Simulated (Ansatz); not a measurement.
The start is a generated trial cell of Si2Ni in the AFLOW prototype A2B_tI12_141_e_a (C5, as in TiO2). Cell shape, volume and atoms are optimised at zero target pressure with PBEsol (plane waves to 420 eV, PAW, scalar-relativistic; Ansatz, a quantum-chemistry and plane-wave program). The first steps use a coarse 8×8×8 k-mesh.

Starting cell:
```
CELL_PARAMETERS angstrom
     -1.91907     1.91907     4.82377
      1.91907    -1.91907     4.82377
      1.91907     1.91907    -4.82377
ATOMIC_POSITIONS crystal
  Si 0.33306 0.33306 0.00000
  Si 0.41694 0.91694 0.50000
  Si 0.66694 0.66694 0.00000
  Si 0.08306 0.58306 0.50000
  Ni 0.75000 0.25000 0.50000
  Ni 0.00000 0.00000 0.00000
```
Spin-polarised start, with parallel moments on Ni.

Q: Which atoms feel the largest initial force, and how large is it?

A: About 1.6 eV/Å, on Si1, Si2, Si3, Si4 (atoms numbered as listed).

Q: How much energy is released per atom?

A: 1.00 eV/atom.

Q: How do the shortest distances between atoms change?

A: The closest pairs of elements (up to four, under 3.6 Å), start → end: Ni–Si 2.08 → 2.32 Å; Si–Si 2.08 → 2.46 Å; Ni–Ni 3.08 → 2.95 Å.

Q: Is the relaxed structure metallic? Give its gap.

A: No gap (metallic).

Q: What magnetic moments remain?

A: Zero (the starting moments vanished).

Q: What does it relax into? Give the structure.

A: 
Space group I4₁/amd, origin choice 1 (No. 141); a = 4.6558 Å, b = 4.6558 Å, c = 7.2421 Å, α = 90.00°, β = 90.00°, γ = 90.00°

```tsv
atom	site	symmetry	x	y	z
Si	8e	2mm.	0.0000	0.0000	0.3199
Ni	4a	-4m2	0.0000	0.0000	0.0000
```
(The calculation used a cell of 6 atoms; values per cell refer to that cell.)

The space group stays I4₁/amd (No. 141) (the run could not lower it), with 6 atoms in the primitive cell. Final values are on a 14×14×14 k-mesh of the relaxed cell. No spin polarisation in the result: the starting moments vanished. A magnetic state may lie lower.

The run could not lose the symmetry of its start: the end is stationary, and may be a saddle point rather than a minimum.

The relaxed structure here is a generated cell of Si2Ni: the first start was made by placing the elements on the sites of a structure type, and the end was not matched to a known phase here, so it may be hypothetical. Known forms of Si2Ni include space group No. 225.
